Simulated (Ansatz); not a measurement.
**How many states can DFT+U reach in KVF3 (Pm-3m)?**

Level of theory: r²SCAN+U, U_eff = 2.5 eV (Dudarev form) on V d, fully localised double counting, scalar-relativistic datasets, 500 eV, PAW set soft_2 (made for PBE), 5×5×5 mesh, Gaussian smearing of 0.05 eV; plane-wave PAW code Ansatz.

```
K V F
1.0
     4.13100    0.00000    0.00000
     0.00000    4.13100    0.00000
     0.00000    0.00000    4.13100
K V F
1 1 3
Direct
  0.00000 0.00000 0.00000
  0.50000 0.50000 0.50000
  0.50000 0.50000 0.00000
  0.00000 0.50000 0.50000
  0.50000 0.00000 0.50000
```

The structure is that of a cell as deposited in COD, unrelaxed.

Cell and atoms stay fixed, and the cell was started in 11 ways, without spin–orbit coupling. The starts were built for 3 d electrons on V, a formal count that the converged states needn't keep. Starting moments of the plain starts: V2 3.00 μB (atoms counted from 1).

Energies count from the lowest free state found; constrained states (a lock kept on the moments, or spin off) can lie above or below free ones. A natural orbital (eigenvector of a shell's occupation matrix) is counted as filled above 0.75 (0.9 in a metal) and as partly filled from 0.35 up to that; ↑ and ↓ are the spin channels.

```csv
state,reached from,ΔE (meV/atom),gap (eV),P (GPa),cell spin moment (μB),site spin moments (μB),shell filling,Hubbard energy (eV/cell),flags
1,"random orbitals: single harmonics, high spin (draw 1); from atoms, default search; random orbitals: single harmonics, high spin (draw 6); 6 more",0.0,2.94,1.3,3.00,V 2.27,"V 3↑ 0↓, 3.48 e",0.57,–
2,"random orbitals: pairs of harmonics, lower spin (2+1 electrons) (draw 8)",229.7,2.13,1.0,1.00,V 0.76,"V 2↑ 1↓, 3.50 e",0.59,–
3,"random orbitals: single harmonics, lower spin (2+1 electrons) (draw 4)",285.7,0.51,7.5,3.00,V 2.31,"V 3↑ 0↓, 3.41 e",0.52,–
```

The lowest free state (state 1) has 3 d electrons in filled orbitals, 3 of them unpaired, the high-spin filling, a gap of 2.94 eV and a whole-number cell moment of 3 μB, as a collinear insulator must have. Its natural occupations are V2 spin up: 0.10 0.10 1.00 1.00 1.00; V2 spin down: 0.03 0.03 0.03 0.09 0.09. Since all bands are wholly filled or empty, the fractional occupations (0.09, 0.10) come from mixing of the shell with the neighbours' orbitals (covalency), not from partly filled bands. The Hubbard potential on a natural orbital is U(½ − λ), so on V2 an orbital at λ = 1.00 is pushed 2.2 eV below one at λ = 0.10 of the same spin (U × 0.90). The gap is 2.94 eV; other splittings, such as the crystal field's, add to the Hubbard shift.

State 2 lies 229.7 meV/atom higher, or 1.15 eV per cell. It has 3 filled d spin orbitals, 1 more of one spin than of the other, a gap of 2.13 eV and a whole-number cell moment of 1 μB, as a collinear insulator must have; natural occupations V2 spin up: 0.04 0.10 0.10 1.00 1.00; V2 spin down: 0.04 0.04 0.09 0.10 1.00. On V2, N↑ − N↓ is 0.97 in size in state 2 against 2.91 in state 1: with fewer parallel spins, state 2 lacks part of the exchange energy behind Hund's first rule. With J = 0 the Hubbard energy is (U/2) Σ λ(1 − λ), a penalty on fractional natural occupations. The sums Σ λ(1 − λ) over the cell's shells are 0.46 for state 1 and 0.47 for state 2, which at U/2 = 1.25 eV give 0.57 and 0.59 eV per cell. The two differ by 0.02 eV, within U times the program's tolerance on the occupations (0.02), so the Hubbard term itself makes little of the difference of 1.15 eV per cell, though U shapes both states.

With one V ion in the cell, V moments can't oppose each other.

In the lowest free state the fixed cell carries a pressure of 1.3 GPa (the cell is smaller than this level of theory would relax to); relaxing would change energies and could change the order of close states.

A still lower state can't be excluded. U wasn't fitted or computed for this material, so the results show what this U gives and needn't match the real solid. A gap on the mesh alone may shrink between mesh points. Site moments are integrated in small spheres and here fall short of the shell's N↑ − N↓.
